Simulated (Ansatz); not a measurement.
Geometry optimisation in Ansatz: input, command and trajectory.

```yaml
crystal:
  lattice:
    - [-1.5907099667, 1.5907099667, 5.5934810386]
    - [1.5907099667, -1.5907099667, 5.5934810386]
    - [1.5907099667, 1.5907099667, -5.5934810386]
  atoms:
    - { symbol: Hf, position: [0.3435928624, 0.3435928624, 0.0] }
    - { symbol: Hf, position: [0.6564071376, 0.6564071376, 0.0] }
    - { symbol: Cu, position: [0.0, 0.0, 0.0] }
basis:
  ecutwfc: 420
kpoints:
  mp_grid: { grid: [18, 18, 18] }
hamiltonian:
  xc: lda
scf:
  occupations: { method: gaussian, width: 0.1 }
output:
  forces: true
  stress: true
  eigenvalues: true
relax:
  adjacent_minimum: "off"
  f_tol: 0.005
  max_steps: 50
  cell: { stress_tol: 0.05 }
```

```bash
ansatz run input.yaml --threads 1 --pin off --max-ram 2560MiB --backend cpu --events-out ev --progress --plain --runs-dir out
```

Theory: DFT LDA, scalar-relativistic, plane waves, PAW in Ansatz.

Of 7 frames 7 are shown, positions in Å and forces in eV/Å; the SCF threshold varies from step to step. Steps run on the plane waves of an earlier cell, with a Pulay correction in the pressure. The basis is chosen afresh for the last frame, the zero of the energies, and at times for earlier ones too; energy and pressure step there, also at an unchanged geometry. The mark taken_back stands on steps that the optimiser undid.

```xyz
3
Lattice="-1.5907 1.5907 5.5935 1.5907 -1.5907 5.5935 1.5907 1.5907 -5.5935" Properties=species:S:1:pos:R:3:forces:R:3 pbc="T T T" step=1 free_energy_over_end_meV_per_atom=44.07 pressure_GPa=-9.33
Hf    0.0000    0.0000    3.8438    0.0000    0.0000    0.0207
Hf    0.0000    0.0000    7.3432    0.0000    0.0000   -0.0207
Cu    0.0000    0.0000    0.0000    0.0000    0.0000    0.0000
3
Lattice="-1.5129 1.5129 5.3250 1.5129 -1.5129 5.3250 1.5129 1.5129 -5.3250" Properties=species:S:1:pos:R:3:forces:R:3 pbc="T T T" step=2 free_energy_over_end_meV_per_atom=63.68 pressure_GPa=12.60 taken_back
Hf    0.0000    0.0000    3.6197    0.0000    0.0000    1.2453
Hf    0.0000    0.0000    7.0303    0.0000    0.0000   -1.2453
Cu    0.0000    0.0000    0.0000    0.0000    0.0000    0.0000
3
Lattice="-1.5572 1.5572 5.4617 1.5572 -1.5572 5.4617 1.5572 1.5572 -5.4617" Properties=species:S:1:pos:R:3:forces:R:3 pbc="T T T" step=3 free_energy_over_end_meV_per_atom=0.71 pressure_GPa=-1.57
Hf    0.0000    0.0000    3.7637    0.0000    0.0000   -0.0133
Hf    0.0000    0.0000    7.1597    0.0000    0.0000    0.0133
Cu    0.0000    0.0000    0.0000    0.0000    0.0000    0.0000
3
Lattice="-1.5525 1.5525 5.4355 1.5525 -1.5525 5.4355 1.5525 1.5525 -5.4355" Properties=species:S:1:pos:R:3:forces:R:3 pbc="T T T" step=4 free_energy_over_end_meV_per_atom=-0.35 pressure_GPa=-0.06
Hf    0.0000    0.0000    3.7455    0.0000    0.0000    0.0109
Hf    0.0000    0.0000    7.1256    0.0000    0.0000   -0.0109
Cu    0.0000    0.0000    0.0000    0.0000    0.0000    0.0000
3
Lattice="-1.5528 1.5528 5.4307 1.5528 -1.5528 5.4307 1.5528 1.5528 -5.4307" Properties=species:S:1:pos:R:3:forces:R:3 pbc="T T T" step=5 free_energy_over_end_meV_per_atom=-0.37 pressure_GPa=0.00
Hf    0.0000    0.0000    3.7433    0.0000    0.0000   -0.0066
Hf    0.0000    0.0000    7.1182    0.0000    0.0000    0.0066
Cu    0.0000    0.0000    0.0000    0.0000    0.0000    0.0000
3
Lattice="-1.5529 1.5529 5.4295 1.5529 -1.5529 5.4295 1.5529 1.5529 -5.4295" Properties=species:S:1:pos:R:3:forces:R:3 pbc="T T T" step=6 free_energy_over_end_meV_per_atom=-0.37 pressure_GPa=0.00
Hf    0.0000    0.0000    3.7421    0.0000    0.0000   -0.0005
Hf    0.0000    0.0000    7.1169    0.0000    0.0000    0.0005
Cu    0.0000    0.0000    0.0000    0.0000    0.0000    0.0000
3
Lattice="-1.5529 1.5529 5.4295 1.5529 -1.5529 5.4295 1.5529 1.5529 -5.4295" Properties=species:S:1:pos:R:3:forces:R:3 pbc="T T T" step=7 free_energy_over_end_meV_per_atom=0.00 pressure_GPa=0.00
Hf    0.0000    0.0000    3.7421    0.0000    0.0000   -0.0006
Hf    0.0000    0.0000    7.1169    0.0000    0.0000    0.0006
Cu    0.0000    0.0000    0.0000    0.0000    0.0000    0.0000
```

It took 6 min on 1 thread of Intel(R) Xeon(R) Platinum 8488C (Sapphire Rapids), with other jobs on the host, peak memory 1.1 GiB.

Spin–orbit coupling is left out, which can shift energies with elements as heavy as these.